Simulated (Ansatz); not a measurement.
## Li3SeF: computed properties

Theory: DFT PBE, scalar-relativistic, plane waves, PAW in Ansatz.

Plane waves to 420 eV, a k mesh through Γ of 12×12×8 on the computed 5-atom cell and Gaussian smearing (0.10 eV); no spin polarisation.

The structure is relaxed at this level of theory with its symmetry kept, and needn't be the ground state of this composition.

```
CELL_PARAMETERS angstrom
5.09585 0.00000 0.00000
-2.54792 4.41313 0.00000
0.00000 0.00000 4.70404
ATOMIC_POSITIONS crystal
Li 0.50000 0.00000 0.00000
Li 0.00000 0.50000 0.00000
Li 0.50000 0.50000 0.00000
Se 0.00000 0.00000 0.50000
F 0.00000 0.00000 0.00000
```

```json
{
 "Space group": "P6/mmm (No. 191)",
 "Volume per atom": "21.16 Å³",
 "Formation energy from the elements' standard states (uncorrected)": "-0.348 eV/atom",
 "Kohn–Sham band gap": "none (metal)",
 "Density of states at the Fermi level": "0.6 states/eV per cell"
}
```

The cell was found from a structure generator's guess, not taken from experiment.
